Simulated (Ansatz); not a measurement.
An Ansatz (a program for electronic structure) run. Input:

Ansatz 0.2 input:
```yaml
crystal:
  lattice:
    - [0.0, 2.5488057774, 2.5488057774]
    - [2.5488057774, 0.0, 2.5488057774]
    - [2.5488057774, 2.5488057774, 0.0]
  atoms:
    - { symbol: Hf, position: [0.0, 0.0, 0.0] }
    - { symbol: O, position: [0.25, 0.25, 0.25] }
    - { symbol: O, position: [0.75, 0.75, 0.75] }
kpoints:
  mp_grid: { grid: [9, 9, 9] }
basis: { xc_grid: 2, fft_grid_basis: typed }
hamiltonian:
  xc: pbe
  pseudopotentials: { kind: paw }
scf:
  occupations: { method: fixed }
checkpoint: { read: static.run }
output: { write_density: true, elf: true, volumetric_format: npy }
```

Output (shortened):

```
Pseudopotential: Hf, paw, valence charge 26
Pseudopotential: O, paw, valence charge 6
Functional definition: PBE
Crystal: 3 atoms, lattice volume = 33.116 Å³
Basis set: ecut = 420 eV, 645 PW (Γ), exchange–correlation on 50×50×50 points (8 copies of the dense FFT grid, shifted against one another)
Bands: 23, of which v1, the nominal top of the filled ones, is band 19 counted from 1 (18 counted from 0)
Symmetry: 48 space group operations
Space group: Fm-3m (ITA 225), of the structure as read, at distance tolerance 3.2e-5 Å
k-points: 35 of 729
Stability of the state it starts from, as read at its close in the unpolarized treatment …
iter 1 solved again at ethr=3.54e-8 eV; its pass at ethr=3.10e-3 eV (dr2=1.34e-5 eV) is discarded
SCF iter   1: F=—  HF=-16861.410279 eV  |F-HF|=—  |Δ(HF+E_count)|=         —  Δρ=5.52e-7  dr2=7.19e-11  ethr=3.54e-8  ⟨swp⟩=3.0  Hψ=5024  notcnv=0  defer=70
preconditioner: auto → none
SCF iter   2: F=-16861.410279 eV  HF=-16861.410279 eV  |F-HF|=6.91e-11  |Δ(HF+E_count)|=   6.40e-9  Δρ=4.77e-7  dr2=6.93e-11  ethr=1.00e-12  ⟨swp⟩=8.2  Hψ=3804  notcnv=0
SCF 1 converged in 2 iterations: F = -16861.410279 eV  dr2 = 6.93e-11
SCF converged after 2 iterations
Free energy (F): -16861.410279 eV
Harris-Foulkes:  -16861.410279 eV  (|F-HF|=6.91e-11)
Internal energy: -16861.410279 eV  (E = F + TS)
E sigma→0 (E₀):  -16861.410279 eV
Fermi energy:    15.678027 eV
--- Per-component energies (eV) ---
  E_band       = 40.212843
  E_kinetic    = 770.763575
  E_local      = -5782.486137  (includes V_loc(G=0)·N_el)
  E_nonlocal   = -1147.448856
  E_hartree    = 2649.095995
  E_xc         = -447.580269
  E_vxc        = -454.594981  (∫ρ·V_xc dr)
  E_paw        = -7242.406665  (= ΣΔE_a)
  E_vpaw       = 1355.781928  (= ΣTr[D̂ρ^β])
  E_aug_tail   = 0.005008  (compensation charges beyond the density's cutoff)
  E_ewald      = -5661.352931
  E_smearing   =  0.000000  (= −TS)
  E_closure    = 0.000000  (closes the sum)
  Σ components = -16861.410279   (vs F -16861.410279, Δ=0.00e0)
  [band-id]    e_kinetic+e_local+e_nonlocal+2·e_hartree+e_vxc+e_vpaw+e_augmentation_tail = 40.212529   (vs E_band 40.212843, Δ=-3.14e-4)
--- Band table (eV; the first three rows and the last of 35) ---
  k-point 0: bands = ["-45.3803", "-13.9101", "-13.9101", "-13.9101", "-2.9438", "-0.1624", "4.7228", "4.7228", "4.7228", "4.7862", "4.7862", "4.7862", "4.9859", "10.4370", "10.4370", "10.4370", "15.1182", "15.1182", "15.1182", "19.5753", "19.5753", "21.3859", "25.9622"]
  k-point 1: bands = ["-45.3788", "-13.9613", "-13.9157", "-13.9157", "-2.7853", "-0.2727", "4.7253", "4.7253", "4.7258", "4.7819", "4.7819", "4.7863", "4.9506", "10.5573", "10.5573", "10.7713", "14.7465", "14.8918", "14.8918", "19.8027", "19.8027", "21.8857", "25.4056"]
  k-point 2: bands = ["-45.3750", "-14.0870", "-13.9298", "-13.9298", "-2.3879", "-0.5212", "4.7307", "4.7307", "4.7352", "4.7726", "4.7726", "4.7866", "4.8810", "10.8664", "10.8664", "11.5871", "13.9555", "14.4344", "14.4344", "20.1988", "20.1988", "22.6294", "24.7328"]
  k-point 34: bands = ["-45.3635", "-14.2183", "-14.1556", "-14.0220", "-1.0875", "-1.0786", "4.7463", "4.7508", "4.7519", "4.7563", "4.7599", "4.7733", "4.7799", "10.4418", "10.8777", "12.9096", "13.3247", "14.3874", "15.3794", "20.4054", "20.8173", "22.6680", "22.8476"]
```

Cost: roughly 1.3 core-seconds on shared cores.

This is a known high-temperature phase of the composition, computed here at zero pressure and temperature. The PBE relaxation kept the symmetry of its start. At this level the phase is dynamically unstable (imaginary phonons). No spin polarisation was allowed. Spin–orbit coupling is left out wherever it is not named.

Potentials: the later of the program's two PAW sets.

Ansatz is a plane-wave DFT program.
